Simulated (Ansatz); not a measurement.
Relaxed-ion elastic tensor of PbSe (rock salt, space group No. 225) in GPa (Voigt order), the program Ansatz at the PBEsol level (PAW); density 8.36 g/cm³, 28.41 Å³ per atom.

```
 138  11.6  11.6   0.0   0.0   0.0
11.6   138  11.6   0.0   0.0   0.0
11.6  11.6   138   0.0   0.0   0.0
 0.0   0.0   0.0  17.6   0.0   0.0
 0.0   0.0   0.0   0.0  17.6   0.0
 0.0   0.0   0.0   0.0   0.0  17.6
```

Question: Is the crystal mechanically stable?

Answer: Yes: the smallest eigenvalue of C is 17.6 GPa.

Question: Work out the Voigt, Reuss and Hill averages.

Answer: K_V = 53.8, K_R = 53.8, K_H = 53.8; G_V = 35.9, G_R = 24.8, G_H = 30.3 GPa.

Question: Give Young's modulus, Poisson's ratio, Pugh's ratio and the universal anisotropy index.

Answer: E = 9KG/(3K + G) = 76.5 GPa; ν = 0.26; K/G = 1.77 (near the Pugh limit of 1.75, no verdict); A_U = 5G_V/G_R + K_V/K_R − 6 = 2.24.

Question: Estimate the sound speeds and the Debye temperature.

Answer: v_l = √((K + 4G/3)/ρ) = 3360 m/s, v_t = √(G/ρ) = 1900 m/s, mean 2120 m/s; Θ = (h/k)(3n/4πV)^(1/3) v_m = 207 K.

Question: Give the Zener ratio and Young's modulus along [100], [110] and [111].

Answer: A = 2C44/(C11 − C12) = 0.28; 1/E = S11 − 2(S11 − S12 − S44/2)Γ with Γ = 0, 1/4, 1/3 gives 136, 56.9, 47.7 GPa.

Question: Solve the Christoffel equation for the three sound speeds along [100], [110], [111].

Answer: Eigenvalues of C_ijkl n_j n_l equal ρv². In km/s, slowest first: [100] 1.45, 1.45, 4.06; [110] 1.45, 2.75, 3.32; [111] 2.40, 2.40, 3.04.

Space group Fm-3m (rock salt). The cell was relaxed with PBEsol under the symmetry of its start. Scalar-relativistic: spin–orbit coupling is off unless named, which matters more the heavier the elements.

Potentials: the later of the program's two PAW sets.
